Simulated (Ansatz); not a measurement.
ZnSnN$_{2}$:
```
ZnSnN2
1.0
    1.58370     0.91435     5.15018
   -1.58370     0.91435     5.15018
    0.00000    -1.82870     5.15018
Zn Sn N
1 1 2
Cartesian
  0.00000   0.00000   0.00000
  0.00000   0.00000   7.72528
  0.00000   0.00000  11.64271
  0.00000   0.00000   3.80785
```

Relaxed with r²SCAN. Independent-particle spectrum: no excitons, no local fields, no scissors shift; 0.1 eV broadening; ε₁ of the summed bands alone.

Tabulate the dielectric function from r²SCAN (plane waves, PAW; program Ansatz).



| E (eV) | ε₁ xx | ε₂ xx | ε₁ zz | ε₂ zz |
|---|---|---|---|---|
| 0.0 | 7.70 | 0.00 | 7.52 | 0.00 |
| 0.4 | 7.73 | 0.00 | 7.56 | 0.00 |
| 0.8 | 7.84 | 0.00 | 7.68 | 0.00 |
| 1.2 | 8.05 | 0.00 | 7.91 | 0.00 |
| 1.6 | 8.40 | 0.07 | 8.30 | 0.09 |
| 2.0 | 8.89 | 0.12 | 9.01 | 0.31 |
| 2.4 | 9.63 | 0.88 | 9.13 | 1.19 |
| 2.8 | 9.72 | 1.41 | 9.21 | 1.51 |
| 3.2 | 10.04 | 1.75 | 9.53 | 1.79 |
| 3.6 | 10.68 | 2.11 | 10.15 | 2.06 |
| 4.0 | 11.94 | 2.62 | 11.52 | 2.42 |
| 4.4 | 14.33 | 5.14 | 14.17 | 6.27 |
| 4.8 | 13.33 | 10.35 | 10.72 | 10.71 |
| 5.2 | 10.43 | 11.61 | 8.56 | 10.31 |
| 5.6 | 9.01 | 13.97 | 7.89 | 12.09 |
| 6.0 | 3.94 | 15.13 | 3.68 | 12.68 |
| 6.4 | -1.98 | 17.68 | 0.78 | 13.74 |
| 6.8 | -4.76 | 8.05 | -3.33 | 8.53 |
| 7.2 | -1.96 | 5.54 | -1.20 | 4.99 |
| 7.6 | -1.36 | 5.24 | -0.15 | 5.35 |
| 8.0 | -0.57 | 4.46 | 0.24 | 4.68 |
| 8.4 | 0.27 | 5.09 | 1.16 | 5.05 |
| 8.8 | -0.20 | 4.39 | 0.20 | 4.92 |
| 9.2 | 0.03 | 3.77 | 0.14 | 4.01 |
| 9.6 | 0.84 | 3.91 | 1.37 | 3.86 |
| 10.0 | 1.14 | 4.31 | 1.53 | 4.55 |
| 10.4 | 0.89 | 5.11 | 1.55 | 5.10 |
| 10.8 | 0.11 | 5.08 | 0.92 | 5.72 |
| 11.2 | 0.12 | 5.37 | 0.18 | 6.40 |
| 11.6 | -0.78 | 5.54 | -1.59 | 5.96 |
| 12.0 | -2.21 | 5.01 | -2.55 | 5.45 |

From ε at 3.3 eV (xx: 10.16 + 1.84i), find n, k, the normal reflectivity and the absorption coefficient.

n = 3.20, k = 0.287, R = 28 %, α = 2kE/ħc = 96000 cm⁻¹.

With all bands, ε∞ without local fields is 7.91 (xx = yy), 7.74 (zz).

Space group R-3m. The start of the workflow was typed in or built on a structure type; neither database checked (COD, Materials Project) lists it. Whether it is the stable phase at ambient conditions was not checked. Symmetry was held in the r²SCAN relaxation; its stability against distortions is not shown here. Its formation energy is positive at this level, so the cell may be metastable or incomplete. Scalar-relativistic: spin–orbit coupling is off unless named, which matters more the heavier the elements.

Potentials: the later of the program's two PAW sets.
